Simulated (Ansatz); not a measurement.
Given:

AlRh:
```
CELL_PARAMETERS angstrom
      2.97735     0.00000     0.00000
      0.00000     2.97735     0.00000
      0.00000     0.00000     2.97735
ATOMIC_POSITIONS crystal
  Al 0.00000 0.00000 0.00000
  Rh 0.50000 0.50000 0.50000
```

This is the r²SCAN-relaxed structure.

Problem. All from r²SCAN in the plane-wave PAW code Ansatz, unless another level is named. Estimate the formation energy from the elements (no fitted shifts).

Solution. -1.17 eV/atom.

Problem. Give the density of states at the Fermi level.

Solution. 0.21 states/eV per atom (mean over ±0.08 eV).

Problem. Predict the gap with spin–orbit coupling.

Solution. none (metallic).

Space group Pm-3m (CsCl type). The workflow started from a Materials Project entry (that database holds measured and hypothetical structures alike); the Crystallography Open Database copy checked does not list it. With Al and Rh taken as one species the cell has the higher symmetry Im-3m, so it may be an ordered model of a mixed-site phase. Whether it is the stable phase at ambient conditions was not checked. The cell was relaxed with r²SCAN under the symmetry of its start; of distortions, only those at the zone centre were tested. The run is not spin-polarised. The references are the lowest solids computed at this level, not always the standard phases. Scalar-relativistic: spin–orbit coupling is off unless named, which matters more the heavier the elements.

Potentials: the later of the program's two PAW sets.
